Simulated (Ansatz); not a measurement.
Q: TlBr (rock salt, space group No. 225) is relaxed with DFT-PBE+D3(BJ) in the program Ansatz with PAW potentials. What lattice parameters of the conventional cell result?

A: a = 6.777 Å.

These are the values of the symmetrised cell.

Q: Is it a metal or does it have a gap at this level?

A: A gap of 2.31 eV.

Space group Fm-3m (rock salt). The cell is a constructed one: a structure type filled with these elements; the Crystallography Open Database copy checked does not list it. COD files the formula under space group No. 221, so this cell is another polymorph or a model. Whether it is the stable phase at ambient conditions was not checked. Symmetry was held in the PBE+D3(BJ) relaxation; phonons on a q-mesh show no instability. Spin–orbit coupling is left out wherever it is not named.

Potentials: the later of the program's two PAW sets.
